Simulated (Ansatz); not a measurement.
Ansatz (a quantum-chemistry and plane-wave program) input:

Ansatz 0.2 input:
```yaml
crystal:
  lattice:
    - [4.0281970217, 0.0, 0.0]
    - [0.0, 4.0281970217, 0.0]
    - [0.0, 0.0, 4.0281970217]
  atoms:
    - { symbol: Si, position: [0.0, 0.0, 0.0] }
    - { symbol: Nb, position: [0.0, 0.5, 0.5] }
    - { symbol: Nb, position: [0.5, 0.0, 0.5] }
    - { symbol: Nb, position: [0.5, 0.5, 0.0] }
kpoints:
  mp_grid: { grid: [8, 8, 8] }
  band_path:
    path:
      - [[0.0, 0.0, 0.0], [0.0, 0.5, 0.0], [0.5, 0.5, 0.0], [0.0, 0.0, 0.0], [0.5, 0.5, 0.5], [0.0, 0.5, 0.0]]  # Γ-X-M-Γ-R-X
      - [[0.5, 0.5, 0.5], [0.5, 0.5, 0.0]]  # R-M
    npoints: 12
basis: { xc_grid: 2 }
hamiltonian:
  xc: pbesol
  pseudopotentials: { kind: paw }
magnetization: { noncollinear: true, spin_orbit: true }
scf:
  n_extra_bands: 13
  convergence: { dr2_threshold: 0.0000000001 }
  occupations: { method: gaussian, width: 0.05 }
output: { eigenvalues: true }
```

Output (shortened):

```
Pseudopotential: Si, paw_fr, valence charge 4
Pseudopotential: Nb, paw_fr, valence charge 13
Functional definition: PBEsol
non-collinear run that drives no moment, with spin-orbit …
Crystal: 4 atoms, lattice volume = 65.363 Å³
Basis set: ecut = 420 eV, 1309 PW (Γ), exchange–correlation on 54×54×54 points (8 copies of the dense FFT grid, shifted against one another)
Bands: 56, of which v1, the nominal top of the filled ones, is band 43 counted from 1 (42 counted from 0)
Symmetry: 48 space group operations + 48 with time reversal
k-points: 35 of 512
Projection manifold: j_resolved (fully-relativistic pseudo-atomic orbitals)
SCF iter   1: F=—  HF=-14113.488414 eV  |F-HF|=—  |Δ(HF+E_count)|=         —  Δρ=7.70e-2  dr2=4.35e0  dr2_m=0.00e0 (ungated)  ethr=3.10e-3  |M|=0.00e0 ∫|m|=0.00e0 μB  |m|>n=0.0e0 m-floor=0.0e0 τ_xc=0.0e0  β_m=0.30  ⟨swp⟩=5.8  Hψ=4390  notcnv=0  defer=4
preconditioner: auto → Kerker (q_TF=auto, 2.544 Å⁻¹)
spin=Noncollinear: Kerker preconditioning applied to the charge; magnetization (m_x, m_y, m_z) channels mix plain (no charge-response kernel on spin).
SCF iter   2: F=—  HF=-14112.671833 eV  |F-HF|=—  |Δ(HF+E_count)|=   8.17e-1  Δρ=5.63e-2  dr2=2.19e0  dr2_m=0.00e0 (ungated)  ethr=3.10e-3  |M|=0.00e0 ∫|m|=0.00e0 μB  |m|>n=0.0e0 m-floor=0.0e0 τ_xc=0.0e0  β_m=0.65  ⟨swp⟩=2.7  Hψ=1522  notcnv=0  defer=208
SCF iter   3: F=—  HF=-14111.908291 eV  |F-HF|=—  |Δ(HF+E_count)|=   7.64e-1  Δρ=8.53e-3  dr2=5.22e-2  dr2_m=0.00e0 (ungated)  ethr=3.10e-3  |M|=0.00e0 ∫|m|=0.00e0 μB  |m|>n=0.0e0 m-floor=0.0e0 τ_xc=0.0e0  β_m=0.82  ⟨swp⟩=2.9  Hψ=1726  notcnv=0  defer=208
SCF iter   4: F=—  HF=-14111.900148 eV  |F-HF|=—  |Δ(HF+E_count)|=   8.14e-3  Δρ=2.70e-3  dr2=6.90e-3  dr2_m=0.00e0 (ungated)  ethr=1.22e-4  |M|=0.00e0 ∫|m|=0.00e0 μB  |m|>n=0.0e0 m-floor=0.0e0 τ_xc=0.0e0  β_m=0.85  ⟨swp⟩=2.1  Hψ=1588  notcnv=0  defer=216
SCF iter   5: F=—  HF=-14111.897995 eV  |F-HF|=—  |Δ(HF+E_count)|=   2.15e-3  Δρ=3.84e-4  dr2=9.70e-5  dr2_m=0.00e0 (ungated)  ethr=1.60e-5  |M|=0.00e0 ∫|m|=0.00e0 μB  |m|>n=0.0e0 m-floor=0.0e0 τ_xc=0.0e0  β_m=0.92  ⟨swp⟩=2.1  Hψ=1251  notcnv=0  defer=216
SCF iter   6: F=—  HF=-14111.897965 eV  |F-HF|=—  |Δ(HF+E_count)|=   3.07e-5  Δρ=6.00e-5  dr2=1.95e-6  dr2_m=0.00e0 (ungated)  ethr=2.26e-7  |M|=0.00e0 ∫|m|=0.00e0 μB  |m|>n=0.0e0 m-floor=0.0e0 τ_xc=0.0e0  β_m=0.96  ⟨swp⟩=2.2  Hψ=1310  notcnv=0  defer=216
SCF iter   7: F=—  HF=-14111.897963 eV  |F-HF|=—  |Δ(HF+E_count)|=   1.76e-6  Δρ=8.48e-6  dr2=5.04e-8  dr2_m=0.00e0 (ungated)  ethr=4.53e-9  |M|=0.00e0 ∫|m|=0.00e0 μB  |m|>n=0.0e0 m-floor=0.0e0 τ_xc=0.0e0  β_m=0.98  ⟨swp⟩=2.5  Hψ=1427  notcnv=0  defer=216
SCF iter   8: F=—  HF=-14111.897963 eV  |F-HF|=—  |Δ(HF+E_count)|=   1.22e-8  Δρ=1.18e-6  dr2=8.25e-10  dr2_m=0.00e0 (ungated)  ethr=1.17e-10  |M|=0.00e0 ∫|m|=0.00e0 μB  |m|>n=0.0e0 m-floor=0.0e0 τ_xc=0.0e0  β_m=0.99  ⟨swp⟩=2.9  Hψ=1600  notcnv=0  defer=216
SCF iter   9: F=-14111.897963 eV  HF=-14111.897963 eV  |F-HF|=1.27e-11  |Δ(HF+E_count)|=  2.11e-10  Δρ=1.93e-7  dr2=2.32e-11  dr2_m=0.00e0 (ungated)  ethr=1.00e-12  |M|=0.00e0 ∫|m|=0.00e0 μB  |m|>n=0.0e0 m-floor=0.0e0 τ_xc=0.0e0  ⟨swp⟩=9.0  Hψ=3057  notcnv=0
SCF 1 converged in 9 iterations: F = -14111.897963 eV  dr2 = 2.32e-11
NSCF: frozen V_eff on 74 k-points
SCF converged after 9 iterations
Magnetization: |M| = 0.0000 μB,  M = (+0.0000, +0.0000, +0.0000) μB
Absolute magnetization: 0.0000 μB (∫|m|)
  site 0: m = (+0.0000, +0.0000, +0.0000) μB, |m| = 0.0000 μB  (R = 1.17 Å)
  site 1: m = (+0.0000, +0.0000, +0.0000) μB, |m| = 0.0000 μB  (R = 1.17 Å)
  site 2: m = (+0.0000, +0.0000, +0.0000) μB, |m| = 0.0000 μB  (R = 1.17 Å)
  site 3: m = (+0.0000, +0.0000, +0.0000) μB, |m| = 0.0000 μB  (R = 1.17 Å)
Free energy (F): -14111.897963 eV
Harris-Foulkes:  -14111.897963 eV  (|F-HF|=1.27e-11)
Internal energy: -14111.891025 eV  (E = F + TS)
E sigma→0 (E₀):  -14111.894494 eV
Entropy (-TS):   -0.006938 eV (-1.735 meV/atom)
Fermi energy:    17.157858 eV
--- Per-component energies (eV) ---
  E_band       = -189.787135
  E_kinetic    = 1231.783095
  E_local      = -2336.861215  (includes V_loc(G=0)·N_el)
  E_nonlocal   = 390.340760
  E_hartree    = 771.470701
  E_xc         = -580.850379
  E_vxc        = -688.057812  (∫ρ·V_xc dr)
  E_paw        = -9555.508858  (= ΣΔE_a)
  E_vpaw       = -329.933426  (= ΣTr[D̂ρ^β])
  E_aug_tail   = 0.000014  (compensation charges beyond the density's cutoff)
  E_ewald      = -4032.865550
  E_core_change = 0.600407  (= ΣΔE_core)
  E_smearing   = -0.006938  (= −TS)
  E_closure    =  0.000000  (closes the sum)
  Σ components = -14111.897963   (vs F -14111.897963, Δ=0.00e0)
  [band-id]    e_kinetic+e_local+e_nonlocal+2·e_hartree+e_vxc+e_vpaw+e_augmentation_tail = -189.787182   (vs E_band -189.787135, Δ=-4.73e-5)
--- Band table (eV; the first three rows and the last of 35) ---
  k-point 0: bands = ["-37.2790", "-37.2790", "-36.9416", "-36.9416", "-36.9416", "-36.9416", "-14.9528", "-14.9528", "-14.9528", "-14.9528", "-14.2985", "-14.2985", "-13.1027", "-13.1027", "-12.8177", "-12.8177", "-12.8177", "-12.8177", "-12.4713", …
  k-point 1: bands = ["-37.2677", "-37.2677", "-36.9531", "-36.9531", "-36.9414", "-36.9414", "-14.9482", "-14.9482", "-14.9271", "-14.9271", "-14.3150", "-14.3150", "-13.0843", "-13.0843", "-12.8171", "-12.8171", "-12.8053", "-12.8053", "-12.4803", …
  k-point 2: bands = ["-37.2364", "-37.2364", "-36.9850", "-36.9850", "-36.9409", "-36.9409", "-14.9371", "-14.9371", "-14.8552", "-14.8552", "-14.3658", "-14.3658", "-13.0424", "-13.0424", "-12.7961", "-12.7961", "-12.7682", "-12.7682", "-12.5090", …
  k-point 34: bands = ["-37.0514", "-37.0514", "-37.0514", "-37.0514", "-37.0514", "-37.0514", "-14.9371", "-14.9371", "-14.8241", "-14.8241", "-14.8241", "-14.8241", "-13.1939", "-13.1939", "-12.8552", "-12.8552", "-12.4609", "-12.4609", "-12.4609", …
```

Cost: about 40 core-seconds (a rough figure) on shared cores.

Space group Pm-3m (Cu3Au type). The workflow started from an entry of the Crystallography Open Database (COD), which files this formula under 2 space groups. Whether it is the stable phase at ambient conditions was not checked. Symmetry was held in the PBEsol relaxation. At this level the phase is mechanically unstable. The run is not spin-polarised.

Potentials: the later of the program's two PAW sets.

Ansatz is a plane-wave DFT program.
